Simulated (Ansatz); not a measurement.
Given:

Ni3SnN:
```yaml
crystal:
  lattice:
    - [3.80901, 0.00000, 0.00000]
    - [0.00000, 3.80901, 0.00000]
    - [0.00000, 0.00000, 3.80901]
  atoms:
    - { symbol: Ni, position: [0.00000, 0.50000, 0.50000] }
    - { symbol: Ni, position: [0.50000, 0.00000, 0.50000] }
    - { symbol: Ni, position: [0.50000, 0.50000, 0.00000] }
    - { symbol: Sn, position: [0.00000, 0.00000, 0.00000] }
    - { symbol: N, position: [0.50000, 0.50000, 0.50000] }
```

This is the LDA-relaxed structure.

All from LDA (plane waves, PAW; program Ansatz), unless another level is named. Predict the Debye temperature from the elastic constants.

365 K.

Next, the elastic constants (relaxed ions, GPa)?

C11 = 328, C12 = 163, C44 = 40.7.

Space group Pm-3m (anti-perovskite). The first step of the workflow began from a Materials Project structure, measured or hypothetical; the Crystallography Open Database copy checked does not list it. Its standing as an ambient phase is unchecked. The LDA relaxation kept the symmetry of its start. At this level the phase is dynamically unstable (imaginary phonons). No spin polarisation was allowed. With an odd number of electrons in the cell and no spin polarisation, the count alone makes it a metal. As this level gives no gap, shear constants depend on the k-mesh and smearing (Fermi–Dirac, 0.1 eV here). On the denser mesh and wider smearing of the elastic run this cell carries a stress of 0.4 GPa. Spin–orbit coupling is left out wherever it is not named.

Potentials: the later of the program's two PAW sets.
